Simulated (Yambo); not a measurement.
Si (diamond, space group Fd-3m, No. 227), G0W0@LDA in Yambo (4×4×4 mesh, plasmon pole; 14 Ry block, no terminator). The number N of bands in W and G is varied.

```tsv
N	x = 1/N	gap Γ → X (eV)	shift of the valence edge (eV)
47	0.02128	1.251	-0.466
76	0.01316	1.297	-0.626
112	0.00893	1.325	-0.710
148	0.00676	?	?
```

**Question.** Basis-set arguments suggest E = E∞ + A x. Fix A and E∞ from the two rows above the withheld one, predict the row at 148 bands, and test the form.

**Answer.** Gap: A = (1.325 − (1.297))/(0.00893 − 0.01316) = -6.62, E∞ = 1.384 eV, so 1.339 eV is predicted; the run gave 1.340 eV (miss 1 meV). The first two rows have slope -5.67, within 15 % of that. Shift: A = (-0.710 − (-0.626))/(0.00893 − 0.01316) = 19.9, E∞ = -0.887 eV, so -0.753 eV is predicted; the run gave -0.753 eV (miss 0 meV). The first two rows have slope 19.7, within 15 % of that. The other settings are held fixed.

Geometry relaxed with LDA; primitive cell a = 3.815 Å, b = 3.815 Å, c = 3.815 Å, α = 60.00°, β = 60.00°, γ = 60.00°.

A shift is the quasiparticle energy of the state minus its LDA energy.
